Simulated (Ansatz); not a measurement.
ZnBr$_{2}$, a known structure type with other elements, at an estimated volume

```
Zn Br
1.0
     3.91508    0.00000    0.00000
    -1.95754    3.39056    0.00000
    -1.95754    1.13019    5.91838
Zn Br
1 2
Direct
  0.00000 0.00000 0.00000
  0.25000 0.75000 0.75000
  0.75000 0.25000 0.25000
```

Level: r2SCAN, no spin polarisation; 500 eV; 8×8×8 Γ-centred mesh; fermi-dirac occupations (width 0.1 eV); Ansatz 0.2.0, fixed geometry.

Question: Is the cell too large or too small?

Answer: The pressure is -3.1 GPa (compression positive), so with the atoms held at these fractions the cell would first shrink. The principal stresses -4.2, -4.2, -1.1 GPa differ, so its shape would change too.

Question: Which orbitals make up the band edges?

Answer: Within 0.7 eV of the edges, the states project mainly on Br p (96 %) below the gap and on Zn s (59 %) and Br p (30 %) above it.

Question: Give the Bader charges.

Answer: Bader charges in e: Zn +1.09, Br -0.55. In the mean Zn gives up most and Br takes most.

Question: Which atom feels the largest force, and which way?

Answer: The largest is on Br2 (and as large on other atoms): 0.58 eV/Å, components (0.00, 0.00, 0.58). It makes 57° with the line to a nearest neighbour, Zn1 at 2.70 Å.

Question: Describe some of the short contacts.

Answer: Zn–Br at 2.70 Å: least valence density 0.25 e/Å³ and ELF 0.17 there. Both are smooth PAW fields, read partly inside the augmentation spheres.

Question: Is it stable against the elements?

Answer: -0.93 eV an atom against the elements' usual phases (free molecules for gases, crystals otherwise, with no correction for O₂ or N₂), so it is bound against them; other compounds may still compete. Relaxing would lower it.

Question: What is the band gap?

Answer: The gap is 3.09 eV, direct at the points sampled.

Origin: a known structure type with other elements, at an estimated volume, so it need not be a known compound.
